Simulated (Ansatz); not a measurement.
VAs2:
```cif
data_As4V2
_chemical_formula_sum 'V2 As4'
_space_group_name_H-M_alt 'P 1'
_space_group_IT_number 1
_cell_length_a 4.80550
_cell_length_b 4.80550
_cell_length_c 7.47410
_cell_angle_alpha 62.030
_cell_angle_beta 117.970
_cell_angle_gamma 140.067
loop_
_space_group_symop_operation_xyz
  'x, y, z'
loop_
_atom_site_label
_atom_site_type_symbol
_atom_site_fract_x
_atom_site_fract_y
_atom_site_fract_z
_atom_site_occupancy
V1 V 0.84542 0.15458 0.80531 1
V2 V 0.15458 0.84542 0.19469 1
As1 As 0.59624 0.40376 0.89615 1
As2 As 0.40376 0.59624 0.10385 1
As3 As 0.14739 0.85261 0.53442 1
As4 As 0.85261 0.14739 0.46558 1
```

Relaxed with r²SCAN.

### Question
Which orbitals make up the states near the Fermi level in r²SCAN in the plane-wave PAW code Ansatz?

### Answer
Within 0.5 eV of the Fermi level: V 3d 79 %, As 4p 18 %. Projections are on Löwdin-orthogonalised atomic valence shells; empty p or d shells of many metals are not among them.

### Question
Tabulate the density of states.

### Answer
States/eV per cell of 6 atoms, in 0.25 eV bins, energy from the Fermi level.

```
E (eV)  total  As 4p  V 3d  As 4s
------  -----  -----  ----  -----
-7.85    0.00   0.00  0.00   0.00
-7.60    0.00   0.00  0.00   0.00
-7.35    0.00   0.00  0.00   0.00
-7.10    0.00   0.00  0.00   0.00
-6.85    0.13   0.10  0.01   0.00
-6.60    0.62   0.50  0.05   0.01
-6.35    1.69   1.38  0.16   0.04
-6.10    2.71   2.19  0.27   0.09
-5.85    3.16   2.50  0.35   0.14
-5.60    2.59   2.00  0.30   0.15
-5.35    2.37   1.79  0.30   0.15
-5.10    2.35   1.77  0.29   0.18
-4.85    2.53   1.90  0.33   0.19
-4.60    2.41   1.80  0.33   0.18
-4.35    2.08   1.55  0.29   0.15
-4.10    2.16   1.56  0.33   0.17
-3.85    2.49   1.75  0.43   0.19
-3.60    2.70   1.81  0.55   0.19
-3.35    3.01   1.98  0.67   0.20
-3.10    3.83   2.54  0.92   0.20
-2.85    4.16   2.66  1.14   0.19
-2.60    4.13   2.53  1.28   0.16
-2.35    4.17   2.38  1.49   0.13
-2.10    5.40   2.85  2.25   0.12
-1.85    5.45   2.72  2.46   0.10
-1.60    6.70   2.99  3.39   0.10
-1.35    4.89   1.94  2.73   0.07
-1.10    4.88   1.74  2.94   0.05
-0.85    4.95   1.72  3.04   0.05
-0.60    3.75   1.23  2.37   0.04
-0.35    1.92   0.51  1.34   0.02
-0.10    0.85   0.18  0.64   0.01
0.15     0.94   0.16  0.75   0.02
0.40     2.82   0.26  2.46   0.04
0.65     3.42   0.43  2.77   0.11
0.90     3.75   0.75  2.72   0.16
1.15     4.46   0.95  3.12   0.26
1.40     5.66   0.86  4.23   0.43
1.65     6.87   1.23  4.95   0.53
1.90     5.61   1.24  3.81   0.39
2.15     6.14   1.55  3.97   0.41
2.40     4.21   1.31  2.47   0.27
2.65     3.05   1.23  1.54   0.16
2.90     3.93   1.71  1.85   0.19
3.15     3.50   1.66  1.52   0.13
3.40     3.65   1.78  1.53   0.11
3.65     3.59   1.85  1.43   0.09
3.90     3.32   1.83  1.21   0.07
4.15     5.79   3.33  1.94   0.10
4.40     3.70   2.23  1.13   0.05
4.65     3.84   2.41  1.05   0.05
4.90     3.38   2.22  0.82   0.04
```

Space group C2/m. The first step of the workflow began from a Materials Project structure, measured or hypothetical; the Crystallography Open Database copy checked does not list it. Whether it is the stable phase at ambient conditions was not checked. The r²SCAN relaxation kept the symmetry of its start; whether a distortion lowers the energy is not shown. No spin polarisation was allowed. Spin–orbit coupling is left out wherever it is not named.

Potentials: the later of the program's two PAW sets.
